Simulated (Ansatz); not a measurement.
Ag (fcc type), DFT, PBEsol, all-electron LAPW, scalar-relativistic (Ansatz 0.2.0), on 1 thread of Intel(R) Xeon(R) Platinum 8488C (Sapphire Rapids) (shared host).

Command: `ansatz run input.yaml --threads 1 --pin off --max-ram 3584MiB --backend cpu --events-out ev --progress --plain --runs-dir out`

```yaml
crystal:
  lattice:
    - [-2.0272407838, 2.0272407838, 0.0]
    - [0.0, 0.0, 4.0544815675]
    - [2.0272407838, 2.0272407838, 0.0]
  atoms:
    - { symbol: Ag, position: [0.0, 0.0, 0.0] }
    - { symbol: Ag, position: [0.5, 0.5, 0.5] }
kpoints:
  mp_grid: { grid: [14, 10, 14] }
scf:
  occupations: { method: fermi_dirac, width: 0.05 }
hamiltonian:
  xc: pbesol
  pseudopotentials: { kind: all_electron, lapw: { basis_error: 0.001 } }
output:
  forces: true
  stress: true
  eigenvalues: true
```

Question: How large is the problem that the program sets up?

Answer: 216 irreducible k-points, 287 plane waves at Γ, 23 bands.

Question: About how long does it take, and how much memory?

Answer: 31 s of wall time for 8 SCF iterations, with a peak of 0.63 GiB. Times on shared machines scatter by tens of per cent.
